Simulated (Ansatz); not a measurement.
TiSi₂: Electric field gradients

The cell is a computed structure from the Materials Project (it need not be an observed phase), its atoms then relaxed with PBE in this cell.

Space group Cmcm (No. 63); a = 3.5302, b = 13.5186, c = 3.5652 Å.

```csv
site,Wyckoff,site symmetry,x,y,z
Ti,4c,m2m,0.5000,0.6030,0.7500
Si3,4c,m2m,0.5000,0.9407,0.7500
Si5,4c,m2m,0.5000,0.2503,0.7500
```

One atom of each set is listed; the run and its k-mesh use a cell of 6 atoms with edges of 6.99, 6.99, 3.57 Å.

Computed with Ansatz: DFT, r2SCAN, plane waves and PAW, scalar-relativistic, 500 eV cutoff, Γ-centred 10×10×9 k-points, Fermi–Dirac smearing 0.05 eV.

Conventions: |V_zz| ≥ |V_yy| ≥ |V_xx|, η = (V_xx − V_yy)/V_zz, C_Q = eQV_zz/h.

Ti-49: I = 7/2, Q = 247.0 mb. Nuclear quadrupole moments: year-2017 set (Pyykkö).

```
site  atoms                          first shell  V_xx, V_yy, V_zz (10²¹ V/m²)     η  C_Q (MHz)
  Ti      2                 10 Si at 2.58–2.82 Å             0.23, 0.43, -0.66  0.32      -3.95
 Si3      2  2 Si at 2.40 Å, 6 Ti at 2.58–2.82 Å            -1.54, -2.74, 4.28  0.28          –
 Si5      2  4 Si at 2.51 Å, 4 Ti at 2.66–2.67 Å             0.94, 1.06, -2.00  0.06          –
```

Si has no stable isotope with a ground-state quadrupole moment in the table, so no C_Q is given.

The run finds no gap above 0.1 eV (a metal, or nearly one), so the gradients can move by 10 % or more with the k-mesh.

The run took 62 s of wall time (62 s of CPU time) and 0.92 GiB at its peak, on 1 thread of Arm Neoverse V2 (aarch64; 28 cores open to the job, memory cap 3.0 GiB, no GPU), a shared host with a load of 1.2 a core.
